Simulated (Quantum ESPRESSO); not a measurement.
Simulation results for HfTaNbO6F2 (made-up cell, one site empty), Hf3TaNO7 (made-up cell)

Calculation on a made-up crystal cell, not a measurement, with one named mistake planted (healthy values lack it): periodic Kohn-Sham density functional theory in plane waves with PseudoDojo standard norm-conserving scalar-relativistic pseudopotentials, each functional with its own files (v0.5 for PBE, v0.4.1 for LDA and PBEsol), no spin polarisation, no spin-orbit coupling, atoms not relaxed, stress positive in tension, energies less a fixed whole-eV offset for each atom's element; levels are Kohn-Sham levels at fractions of this cell's reciprocal vectors, counted from the reference band (half the neutral cell's valence electrons, rounded up) at Gamma; error bars cover cutoff and k-mesh only, not smearing or the files; each bar is the largest change over components, and at least 0.002 eV, 0.002 eV per angstrom or 0.02 GPa; a charged cell sits in a uniform background, with energy and stress on this program's zero of potential; no dispersion term; energies are for the whole cell, and the offsets were chosen from early runs and are not element reference energies; a distance is the largest change of any value in units of its error bar (the energy's for the smearing term), a scale change is of lengths, and a coarse mesh keeps the half-step shift; machines and their load varied, so run times do not measure scaling. Program: Quantum ESPRESSO 7.5.

Common to all runs: intended functional pbe; intended cutoff 1143 eV; intended fermi dirac smearing 0.025 eV; intended scf tolerance 1e-07 eV; intended electrons removed 0; healthy smearing term minus ts 0 eV; structure shown as intended, without the mistake.

Notes on all entries: the hafnium pseudopotential is less sure than the others, with forces about 3 percent (worst 6) and pressure in oxides about 1.5 GPa (worst 2.7) from a second method in checks, which the error bars do not cover.

(1) HfTaNbO6F2 (made-up cell, one site empty)

Intended structure:
```xyz
11
Lattice="4.9946 0.0000 0.0000 0.0000 4.9946 0.0000 0.0000 0.0000 6.6048" Properties=species:S:1:pos:R:3 HfTaNbO6F2
Nb    -0.0400    -0.0219    -0.0586
Hf     0.0015     0.0210     3.2912
Ta     2.5717     2.4764     5.0452
F      1.4598     1.5458    -0.0911
O      3.3631     3.3784     0.0035
O      4.0052     1.0283     1.6571
F      0.9791     4.1562     1.5972
O      1.5139     1.4817     3.4360
O      3.3788     3.4910     3.2776
O      4.0741     1.0377     4.8962
O      0.9256     4.0686     4.9234
```

* lattice type: rutile, doubled along c
* empty site: 2
* healthy free energy less offsets: 11.1 eV
* healthy scf iterations: 20
* healthy pressure: -21.32 GPa
* healthy stress xx: 17.64 GPa
* healthy stress yy: 17.77 GPa
* healthy stress zz: 28.55 GPa
* healthy stress yz: 2.26 GPa
* healthy stress xz: 0.07 GPa
* healthy stress xy: 3.98 GPa
* healthy reference band: 44
* fault kind: low cutoff
* fault cutoff: 663 eV
* faulty run command: pw.x -nk 1 -in in
* faulty run processor: AMD EPYC, Zen 5 class, virtual cores
* intended k mesh: 5 x 5 x 4, shifted by half a step
* faulty free energy less offsets: 18.89 eV
* faulty scf iterations: 20
* faulty smearing term minus ts: 0 eV
* faulty pressure: -56.92 GPa
* faulty stress xx: 53.17 GPa
* faulty stress yy: 53.37 GPa
* faulty stress zz: 64.22 GPa
* faulty stress yz: 2.399 GPa
* faulty stress xz: 0.104 GPa
* faulty stress xy: 4.03 GPa
* faulty reference band: 44
* other mistakes compared: 7
* distance from healthy: 2209 error bars
* distance from nearest other mistake: 1814 error bars
* healthy error bar energy: 0.003527 eV
* healthy error bar stress: 0.02772 GPa
* healthy error bar force: 0.002 eV/Å
* healthy error bar next band up: 0.002 eV
* faulty wall time of scf and band steps on a shared machine: 316.4 s

Atoms:
| atoms element | atom site | atom energy offset (eV) |
| --- | --- | --- |
| Nb | 1 | -1693 |
| Hf | 3 | -1535 |
| Ta | 4 | -1770 |
| F | 5 | -677 |
| O | 6 | -452 |
| O | 7 | -452 |
| F | 8 | -677 |
| O | 9 | -452 |
| O | 10 | -452 |
| O | 11 | -452 |
| O | 12 | -452 |

Healthy forces:
| site | x (eV/Å) | y (eV/Å) | z (eV/Å) |
| --- | --- | --- | --- |
| 1 | -3.529 | 0.179 | 2.06 |
| 3 | -0.709 | 0.908 | -1.888 |
| 4 | 0.945 | 1.78 | -6.133 |
| 5 | -0.666 | -0.858 | -0.435 |
| 6 | 1.781 | 1.729 | -2.323 |
| 7 | 2.822 | -3.015 | -2.823 |
| 8 | -0.529 | 0.253 | -1.197 |
| 9 | -0.147 | -0.121 | 3.135 |
| 10 | 0.354 | -0.204 | 4.486 |
| 11 | -0.41 | -0.289 | 2.526 |
| 12 | 0.088 | -0.362 | 2.59 |

Healthy levels:
| level k point | next band up (eV) |
| --- | --- |
| Gamma | 0.718 |
| (1/2,1/2,1/2) | 0.847 |
| (0.15,0,0) | 0.751 |
| (0,0.15,0) | 0.752 |
| (0,0,0.15) | 0.769 |

Faulty forces:
| site | x (eV/Å) | y (eV/Å) | z (eV/Å) |
| --- | --- | --- | --- |
| 1 | -3.468 | 0.1648 | 2.024 |
| 3 | -0.6912 | 0.9117 | -1.892 |
| 4 | 0.9571 | 1.753 | -6.103 |
| 5 | -0.6245 | -0.8214 | -0.4315 |
| 6 | 1.756 | 1.7 | -2.297 |
| 7 | 2.861 | -3.011 | -2.812 |
| 8 | -0.6202 | 0.2692 | -1.226 |
| 9 | -0.1127 | -0.06626 | 3.128 |
| 10 | 0.3203 | -0.2674 | 4.464 |
| 11 | -0.3948 | -0.3225 | 2.536 |
| 12 | 0.01744 | -0.3108 | 2.61 |

Faulty levels:
| level k point | next band up (eV) |
| --- | --- |
| Gamma | 0.7169 |
| (1/2,1/2,1/2) | 0.8495 |
| (0.15,0,0) | 0.7502 |
| (0,0.15,0) | 0.7506 |
| (0,0,0.15) | 0.7678 |

(2) HfTaNbO6F2 (made-up cell, one site empty)

Structure as in entry 1.

- lattice type: rutile, doubled along c
- empty site: 2
- healthy free energy less offsets: 11.1 eV
- healthy scf iterations: 20
- healthy pressure: -21.32 GPa
- healthy stress xx: 17.64 GPa
- healthy stress yy: 17.77 GPa
- healthy stress zz: 28.55 GPa
- healthy stress yz: 2.26 GPa
- healthy stress xz: 0.07 GPa
- healthy stress xy: 3.98 GPa
- healthy reference band: 44
- fault kind: wrong functional
- fault functional: pbesol
- faulty run command: pw.x -nk 1 -in in
- faulty run processor: AMD EPYC, Zen 5 class, virtual cores
- intended k mesh: 5 x 5 x 4, shifted by half a step
- faulty free energy less offsets: 27.84 eV
- faulty scf iterations: 20
- faulty smearing term minus ts: 0 eV
- faulty pressure: -25.75 GPa
- faulty stress xx: 21.82 GPa
- faulty stress yy: 21.89 GPa
- faulty stress zz: 33.55 GPa
- faulty stress yz: 2.27 GPa
- faulty stress xz: 0.08237 GPa
- faulty stress xy: 4.133 GPa
- faulty reference band: 44
- other mistakes compared: 7
- distance from healthy: 4746 error bars
- distance from nearest other mistake: 2538 error bars
- healthy error bar energy: 0.003527 eV
- healthy error bar stress: 0.02772 GPa
- healthy error bar force: 0.002 eV/Å
- healthy error bar next band up: 0.002 eV
- faulty wall time of scf and band steps on a shared machine: 732.3 s

Atoms:
| atoms element | atom site | atom energy offset (eV) |
| --- | --- | --- |
| Nb | 1 | -1693 |
| Hf | 3 | -1535 |
| Ta | 4 | -1770 |
| F | 5 | -677 |
| O | 6 | -452 |
| O | 7 | -452 |
| F | 8 | -677 |
| O | 9 | -452 |
| O | 10 | -452 |
| O | 11 | -452 |
| O | 12 | -452 |

Healthy forces:
| site | x (eV/Å) | y (eV/Å) | z (eV/Å) |
| --- | --- | --- | --- |
| 1 | -3.529 | 0.179 | 2.06 |
| 3 | -0.709 | 0.908 | -1.888 |
| 4 | 0.945 | 1.78 | -6.133 |
| 5 | -0.666 | -0.858 | -0.435 |
| 6 | 1.781 | 1.729 | -2.323 |
| 7 | 2.822 | -3.015 | -2.823 |
| 8 | -0.529 | 0.253 | -1.197 |
| 9 | -0.147 | -0.121 | 3.135 |
| 10 | 0.354 | -0.204 | 4.486 |
| 11 | -0.41 | -0.289 | 2.526 |
| 12 | 0.088 | -0.362 | 2.59 |

Healthy levels:
| level k point | next band up (eV) |
| --- | --- |
| Gamma | 0.718 |
| (1/2,1/2,1/2) | 0.847 |
| (0.15,0,0) | 0.751 |
| (0,0.15,0) | 0.752 |
| (0,0,0.15) | 0.769 |

Faulty forces:
| site | x (eV/Å) | y (eV/Å) | z (eV/Å) |
| --- | --- | --- | --- |
| 1 | -3.432 | 0.2063 | 2.005 |
| 3 | -0.6704 | 0.9462 | -1.834 |
| 4 | 0.9556 | 1.727 | -5.989 |
| 5 | -0.649 | -0.8661 | -0.6311 |
| 6 | 1.747 | 1.666 | -2.542 |
| 7 | 2.986 | -3.182 | -2.753 |
| 8 | -0.7477 | 0.4559 | -1.171 |
| 9 | -0.2129 | -0.1985 | 3.271 |
| 10 | 0.403 | -0.1756 | 4.618 |
| 11 | -0.3742 | -0.3268 | 2.476 |
| 12 | -0.006446 | -0.2526 | 2.55 |

Faulty levels:
| level k point | next band up (eV) |
| --- | --- |
| Gamma | 0.7162 |
| (1/2,1/2,1/2) | 0.8654 |
| (0.15,0,0) | 0.7519 |
| (0,0.15,0) | 0.7521 |
| (0,0,0.15) | 0.7714 |

(3) HfTaNbO6F2 (made-up cell, one site empty)

Structure as in entry 1.

* lattice type: rutile, doubled along c
* empty site: 2
* healthy free energy less offsets: 11.1 eV
* healthy scf iterations: 20
* healthy pressure: -21.32 GPa
* healthy stress xx: 17.64 GPa
* healthy stress yy: 17.77 GPa
* healthy stress zz: 28.55 GPa
* healthy stress yz: 2.26 GPa
* healthy stress xz: 0.07 GPa
* healthy stress xy: 3.98 GPa
* healthy reference band: 44
* fault kind: wrong charge
* fault electrons removed: -1
* faulty run command: pw.x -nk 1 -in in
* faulty run processor: AMD EPYC, Zen 5 class, virtual cores
* intended k mesh: 5 x 5 x 4, shifted by half a step
* faulty free energy less offsets: 18.3 eV
* faulty scf iterations: 20
* faulty smearing term minus ts: -0.02596 eV
* faulty pressure: -7.323 GPa
* faulty stress xx: 4.015 GPa
* faulty stress yy: 4.012 GPa
* faulty stress zz: 13.94 GPa
* faulty stress yz: 2.917 GPa
* faulty stress xz: -0.1285 GPa
* faulty stress xy: 3.128 GPa
* faulty reference band: 44
* other mistakes compared: 7
* distance from healthy: 2042 error bars
* distance from nearest other mistake: 1814 error bars
* healthy error bar energy: 0.003527 eV
* healthy error bar stress: 0.02772 GPa
* healthy error bar force: 0.002 eV/Å
* healthy error bar next band up: 0.002 eV
* faulty wall time of scf and band steps on a shared machine: 775.5 s

Atoms:
| atoms element | atom site | atom energy offset (eV) |
| --- | --- | --- |
| Nb | 1 | -1693 |
| Hf | 3 | -1535 |
| Ta | 4 | -1770 |
| F | 5 | -677 |
| O | 6 | -452 |
| O | 7 | -452 |
| F | 8 | -677 |
| O | 9 | -452 |
| O | 10 | -452 |
| O | 11 | -452 |
| O | 12 | -452 |

Healthy forces:
| site | x (eV/Å) | y (eV/Å) | z (eV/Å) |
| --- | --- | --- | --- |
| 1 | -3.529 | 0.179 | 2.06 |
| 3 | -0.709 | 0.908 | -1.888 |
| 4 | 0.945 | 1.78 | -6.133 |
| 5 | -0.666 | -0.858 | -0.435 |
| 6 | 1.781 | 1.729 | -2.323 |
| 7 | 2.822 | -3.015 | -2.823 |
| 8 | -0.529 | 0.253 | -1.197 |
| 9 | -0.147 | -0.121 | 3.135 |
| 10 | 0.354 | -0.204 | 4.486 |
| 11 | -0.41 | -0.289 | 2.526 |
| 12 | 0.088 | -0.362 | 2.59 |

Healthy levels:
| level k point | next band up (eV) |
| --- | --- |
| Gamma | 0.718 |
| (1/2,1/2,1/2) | 0.847 |
| (0.15,0,0) | 0.751 |
| (0,0.15,0) | 0.752 |
| (0,0,0.15) | 0.769 |

Faulty forces:
| site | x (eV/Å) | y (eV/Å) | z (eV/Å) |
| --- | --- | --- | --- |
| 1 | -3.121 | 0.2966 | 1.915 |
| 3 | -0.8828 | 1.205 | -1.85 |
| 4 | 1.334 | 1.745 | -5.106 |
| 5 | -0.3485 | -0.5643 | -0.5651 |
| 6 | 1.073 | 1.06 | -2.757 |
| 7 | 2.776 | -2.951 | -1.936 |
| 8 | -0.305 | -0.03145 | -0.338 |
| 9 | -0.3806 | -0.2603 | 2.907 |
| 10 | 0.4798 | -0.06047 | 4.311 |
| 11 | -0.9023 | 0.1853 | 1.563 |
| 12 | 0.278 | -0.6243 | 1.857 |

Faulty levels:
| level k point | next band up (eV) |
| --- | --- |
| Gamma | 1.512 |
| (1/2,1/2,1/2) | 1.744 |
| (0.15,0,0) | 1.554 |
| (0,0.15,0) | 1.554 |
| (0,0,0.15) | 1.561 |

(4) Hf3TaNO7 (made-up cell)

Intended structure:
```xyz
12
Lattice="4.9635 -0.0462 0.0678 -0.0462 5.0759 -0.0447 0.0678 -0.0447 4.9667" Properties=species:S:1:pos:R:3 Hf3TaNO7
Hf     0.0119     0.0764    -0.0416
Hf     0.0942     2.5550     2.4746
Ta     2.4855    -0.0475     2.5052
Hf     2.4513     2.5364     0.0464
O      1.2292     1.2341     1.2504
O      1.3164     1.2718     3.7622
O      1.2613     3.7639     1.2236
O      1.2205     3.8479     3.7008
O      3.7276     1.3102     1.2762
O      3.7699     1.1622     3.7396
N      3.8197     3.7217     1.1404
O      3.6760     3.7577     3.6755
```

* lattice type: fluorite
* healthy free energy less offsets: -5.681 eV
* healthy scf iterations: 16
* healthy pressure: 11 GPa
* healthy stress xx: -14.26 GPa
* healthy stress yy: -4.56 GPa
* healthy stress zz: -14.17 GPa
* healthy stress yz: -0.49 GPa
* healthy stress xz: 1.04 GPa
* healthy stress xy: -3.81 GPa
* healthy reference band: 48
* fault kind: coarse kmesh
* fault k points along each vector: 2
* faulty run command: mpirun -np 4 pw.x -nk 4 -in in
* faulty run processor: Intel Xeon, older, virtual cores
* intended k mesh: 5 x 4 x 5, shifted by half a step
* faulty free energy less offsets: -6.08 eV
* faulty scf iterations: 15
* faulty smearing term minus ts: 0 eV
* faulty pressure: 10.23 GPa
* faulty stress xx: -13.46 GPa
* faulty stress yy: -3.794 GPa
* faulty stress zz: -13.42 GPa
* faulty stress yz: -0.6752 GPa
* faulty stress xz: 1.241 GPa
* faulty stress xy: -3.928 GPa
* faulty reference band: 48
* other mistakes compared: 7
* distance from healthy: 199.5 error bars
* distance from nearest other mistake: 219.1 error bars
* healthy error bar energy: 0.002 eV
* healthy error bar stress: 0.0409 GPa
* healthy error bar force: 0.005923 eV/Å
* healthy error bar next band up: 0.002378 eV
* faulty wall time of scf and band steps on a shared machine: 40.3 s

Atoms:
| atoms element | atom site | atom energy offset (eV) |
| --- | --- | --- |
| Hf | 1 | -1535 |
| Hf | 2 | -1535 |
| Ta | 3 | -1770 |
| Hf | 4 | -1535 |
| O | 5 | -452 |
| O | 6 | -452 |
| O | 7 | -452 |
| O | 8 | -452 |
| O | 9 | -452 |
| O | 10 | -452 |
| N | 11 | -283 |
| O | 12 | -452 |

Healthy forces:
| site | x (eV/Å) | y (eV/Å) | z (eV/Å) |
| --- | --- | --- | --- |
| 1 | -2.597 | -1.267 | 1.434 |
| 2 | -2.873 | 0.655 | -1.092 |
| 3 | 3.222 | -1.571 | -1.603 |
| 4 | 2.434 | 1.018 | 0.642 |
| 5 | 0.722 | -0.861 | 0.858 |
| 6 | 0.489 | 0.06 | -1.586 |
| 7 | 0.984 | 1.122 | 0.731 |
| 8 | 0.755 | 0.16 | -0.449 |
| 9 | -1.117 | -1.238 | 0.538 |
| 10 | -0.076 | -0.326 | -0.339 |
| 11 | -1.213 | 1.952 | 1.779 |
| 12 | -0.729 | 0.297 | -0.912 |

Healthy levels:
| level k point | next band up (eV) |
| --- | --- |
| Gamma | 0.985 |
| (1/2,1/2,1/2) | 1.325 |
| (0.15,0,0) | 1.093 |
| (0,0.15,0) | 1.101 |
| (0,0,0.15) | 1.137 |

Faulty forces:
| site | x (eV/Å) | y (eV/Å) | z (eV/Å) |
| --- | --- | --- | --- |
| 1 | -2.537 | -1.271 | 1.404 |
| 2 | -2.889 | 0.6184 | -1.085 |
| 3 | 3.22 | -1.468 | -1.578 |
| 4 | 2.423 | 0.9905 | 0.5603 |
| 5 | 0.7697 | -0.828 | 0.8522 |
| 6 | 0.4015 | 0.02148 | -1.564 |
| 7 | 0.8978 | 1.19 | 0.6687 |
| 8 | 0.7976 | 0.07966 | -0.4401 |
| 9 | -1.06 | -1.303 | 0.5049 |
| 10 | -0.1019 | -0.2496 | -0.3268 |
| 11 | -1.291 | 1.89 | 1.849 |
| 12 | -0.6316 | 0.3304 | -0.8447 |

Faulty levels:
| level k point | next band up (eV) |
| --- | --- |
| Gamma | 1.061 |
| (1/2,1/2,1/2) | 1.403 |
| (0.15,0,0) | 1.167 |
| (0,0.15,0) | 1.176 |
| (0,0,0.15) | 1.21 |
